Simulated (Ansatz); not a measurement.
input.yaml

```yaml
crystal:
  lattice:
    - [4.0994268839, 0.0, 0.0]
    - [0.0, 4.0994268839, 0.0]
    - [0.0, 0.0, 4.0994268839]
  atoms:
    - { symbol: Sc, position: [0.0, 0.0, 0.0] }
    - { symbol: B, position: [0.5, 0.5, 0.5] }
    - { symbol: Pt, position: [0.0, 0.5, 0.5] }
    - { symbol: Pt, position: [0.5, 0.5, 0.0] }
    - { symbol: Pt, position: [0.5, 0.0, 0.5] }
basis:
  ecutwfc: 420
kpoints:
  mp_grid: { grid: [8, 8, 8] }
hamiltonian:
  xc: pbe
scf:
  occupations: { method: gaussian, width: 0.1 }
output:
  forces: true
  stress: true
  eigenvalues: true
  populations: true
```

Run as
```bash
ansatz run input.yaml --threads 1 --pin off --max-ram 1331MiB --backend cpu --events-out ev --progress --plain --runs-dir out
```

Theory: DFT PBE, scalar-relativistic, plane waves, PAW (Ansatz 0.2.0).

Part of what the program printed, abridged (iterations and final results):

```
SCF iter   1: F=—  HF=-39863.366991 eV  |F-HF|=—  |Δ(HF+E_count)|=         —  Δρ=4.22e-3  dr2=2.16e-2  ethr=1.77e-3  ⟨swp⟩=5.1  Hψ=4974  notcnv=0
SCF iter   2: F=—  HF=-39863.365418 eV  |F-HF|=—  |Δ(HF+E_count)|=   1.57e-3  Δρ=2.56e-3  dr2=9.26e-3  ethr=3.18e-5  ⟨swp⟩=1.6  Hψ=1807  notcnv=0
SCF iter   3: F=—  HF=-39863.363630 eV  |F-HF|=—  |Δ(HF+E_count)|=   1.79e-3  Δρ=3.80e-4  dr2=1.54e-4  ethr=1.36e-5  ⟨swp⟩=2.1  Hψ=2031  notcnv=0
SCF iter   4: F=—  HF=-39863.363616 eV  |F-HF|=—  |Δ(HF+E_count)|=   1.38e-5  Δρ=1.03e-4  dr2=1.11e-5  ethr=2.27e-7  ⟨swp⟩=1.5  Hψ=1475  notcnv=0
SCF iter   5: F=—  HF=-39863.363585 eV  |F-HF|=—  |Δ(HF+E_count)|=   3.10e-5  Δρ=1.75e-5  dr2=3.25e-7  ethr=1.63e-8  ⟨swp⟩=2.2  Hψ=1879  notcnv=0
SCF iter   6: F=-39863.363585 eV  HF=-39863.363585 eV  |F-HF|=8.61e-9  |Δ(HF+E_count)|=   5.93e-8  Δρ=4.52e-6  dr2=1.58e-8  ethr=1.47e-10  ⟨swp⟩=7.6  Hψ=5302  notcnv=0
SCF 1 converged in 6 iterations: F = -39863.363585 eV  dr2 = 1.58e-8
SCF converged after 6 iterations
Free energy (F): -39863.363585 eV
Harris-Foulkes:  -39863.363585 eV  (|F-HF|=8.61e-9)
Internal energy: -39863.353003 eV  (E = F + TS)
E sigma→0 (E₀):  -39863.358294 eV
Entropy (-TS):   -0.010582 eV (-2.116 meV/atom)
Fermi energy:    20.820741 eV
--- Per-component energies (eV) ---
  E_band       = -594.069018
  E_kinetic    = 2241.275907
  E_local      = -5797.489557  (includes V_loc(G=0)·N_el)
  E_nonlocal   = 691.411596
  E_hartree    = 2171.965307
  E_xc         = -930.096544
  E_vxc        = -1086.856720  (∫ρ·V_xc dr)
  E_paw        = -29397.153713  (= ΣΔE_a)
  E_vpaw       = -986.337189  (= ΣTr[D̂ρ^β])
  E_aug_tail   = 0.000636  (compensation charges beyond the density's cutoff)
  E_ewald      = -8843.266634
  E_smearing   = -0.010582  (= −TS)
--- Forces (eV/Å), atoms counted from 1 ---
  atom   1  Sc     0.00000000     0.00000000     0.00000000
  atom   2  B      0.00000000     0.00000000     0.00000000
  atom   3  Pt     0.00000000     0.00000000     0.00000000
  atom   4  Pt     0.00000000     0.00000000     0.00000000
  atom   5  Pt     0.00000000     0.00000000     0.00000000
--- Stress (GPa, compression-positive) ---
       26.979032       0.000000       0.000000
        0.000000      26.979032       0.000000
        0.000000       0.000000      26.979032
  P = ⅓ Tr σ = 26.9790 GPa (269.790 kbar)
--- Band table (eV; the first three rows and the last of 35) ---
  k-point 0: bands = ["-78.4133", "-78.3950", "-78.3950", "-33.0149", "-33.0149", "-33.0149", "-32.5209", "-32.5209", "-32.5209", "-32.5147", "-32.5147", "-32.5147", "-29.7621", "-8.3697", "-8.3697", "-8.3697", "7.5166", "12.7599", "14.0591", "14.0591", "14.0591", "14.3703", "14.3703", "17.1129", "17.1129", "17.1129", "17.6405", "17.6405", "18.0741", "18.0741", "18.0741", "19.6189", "19.6908", "19.6908", "19.6908", "22.3201", "22.3201", "23.5055", "23.5055", "23.5055", "25.9442"]
  k-point 1: bands = ["-78.4127", "-78.3957", "-78.3950", "-33.0132", "-33.0132", "-33.0115", "-32.5249", "-32.5216", "-32.5216", "-32.5157", "-32.5157", "-32.5150", "-29.7613", "-8.3748", "-8.3704", "-8.3704", "7.6590", "12.9000", "14.1120", "14.1287", "14.1287", "14.4140", "14.5190", "16.4393", "17.0235", "17.0614", "17.0614", "17.6516", "17.7354", "17.7354", "18.4920", "19.4708", "19.6911", "20.1201", "20.1201", "22.2899", "22.4791", "23.1465", "23.1465", "23.4936", "25.6207"]
  k-point 2: bands = ["-78.4110", "-78.3974", "-78.3950", "-33.0092", "-33.0092", "-33.0032", "-32.5350", "-32.5244", "-32.5244", "-32.5171", "-32.5171", "-32.5156", "-29.7592", "-8.3871", "-8.3721", "-8.3721", "8.0556", "13.2751", "14.2534", "14.3346", "14.3346", "14.3648", "14.9380", "15.0752", "16.6161", "16.6161", "16.7956", "17.5496", "17.5496", "17.6725", "18.1363", "19.0413", "19.6921", "20.7715", "20.7715", "22.2077", "22.5182", "22.5685", "22.5685", "23.4670", "25.5836"]
  k-point 34: bands = ["-78.4011", "-78.4011", "-78.4011", "-33.1801", "-32.8943", "-32.8943", "-32.6164", "-32.6164", "-32.6164", "-32.4453", "-32.4453", "-32.4453", "-29.7594", "-8.3855", "-8.3855", "-8.3855", "11.3778", "11.3778", "11.3778", "12.9452", "14.4098", "15.8042", "15.8042", "15.8042", "16.2314", "16.2314", "16.2314", "17.7506", "17.7506", "19.4425", "19.4425", "19.4425", "19.8119", "19.8119", "19.8119", "21.1339", "21.1339", "21.1339", "23.1099", "23.1099", "24.9001"]
--- Löwdin populations: 5 sites ---
  site symbol q [e]
     0     Sc     10.4581
     1      B      4.0180
     2     Pt     17.6736
     3     Pt     17.6736
     4     Pt     17.6736
  spilling = 0.007399 (of n_electrons = 68.000000)
```

The calculation finished and met its thresholds.

Spin–orbit coupling is left out, which can shift energies with elements as heavy as these.